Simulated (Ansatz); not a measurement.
Relaxed-ion elastic tensor of Ga (body-centred tetragonal, I4/mmm) in GPa (Voigt order), r²SCAN in the plane-wave PAW code Ansatz; density 6.47 g/cm³, 17.89 Å³ per atom.

```
81.0  43.7  53.4   0.0   0.0   0.0
43.7  81.0  53.4   0.0   0.0   0.0
53.4  53.4  61.3   0.0   0.0   0.0
 0.0   0.0   0.0  -0.9   0.0   0.0
 0.0   0.0   0.0   0.0  -0.9   0.0
 0.0   0.0   0.0   0.0   0.0  16.6
```

Problem. Is the crystal mechanically stable?

Solution. On the edge, within the error: the smallest eigenvalue of C is -0.9 GPa.

The workflow started from a Materials Project entry (that database holds measured and hypothetical structures alike); the Crystallography Open Database copy checked does not list it. It is not the phase usual at ambient conditions (space group No. 64). The r²SCAN relaxation kept the symmetry of its start; whether a distortion lowers the energy is not shown. As this level gives no gap, shear constants depend on the k-mesh and smearing (Fermi–Dirac, 0.1 eV here).

Potentials: the earlier of the program's two PAW sets.
